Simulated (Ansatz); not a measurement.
Q: Band gap from PBE minus that from r²SCAN (eV), each on its own relaxed cell (Ansatz, a quantum-chemistry and plane-wave program, plane waves, PAW; no spin–orbit coupling, no Hubbard U), over 18 phases of the class «rare-earth compounds»: what sign and size do you expect?

A: Mean -0.30 eV, median -0.30 eV, mean absolute 0.30 eV; eight in ten lie between -0.45 and -0.10 eV, and 0 % are above zero.

Some cases that may be named, with their rank among the 18 from the lowest: La2O3, La2O3 or Ni2Al3 type -0.39 eV (rank 4); CeO2, fluorite -0.31 eV (rank 9); LaN, Pnma (La on 4c, N on 4c) -0.05 eV (rank 18).

The phases are those computed here (of each formula those with measured values and the lowest at some level), not a balanced benchmark, and neither functional is the truth. Pairs that end in unlike spin orders or unlike minima (c/a over 6 % apart, 30 % for weakly bound crystals), magnets with 4f shells, solids of gases and phases set aside for tests are left out.

1 of the phases carry moments, in the orders computed and without U. 1 hold 4f electrons in the valence, where a lower state may exist. 2 are weakly bound layers, chains or molecules.

With the 4f shell in the valence, where a lower state may exist: CeO2, fluorite. Typed or built starts, not in the databases checked: LaN, Pnma (La on 4c, N on 4c). Began spin-polarised and lost the moments: CeO2, fluorite with PBE; CeO2, fluorite with r²SCAN. All cells were relaxed under the symmetry of their starts (and spin orders); stability against distortions was not tested throughout. No Hubbard U is applied. Spin–orbit coupling is left out wherever it is not named.

Potentials: the later of the program's two PAW sets.

Ansatz is a plane-wave DFT program.
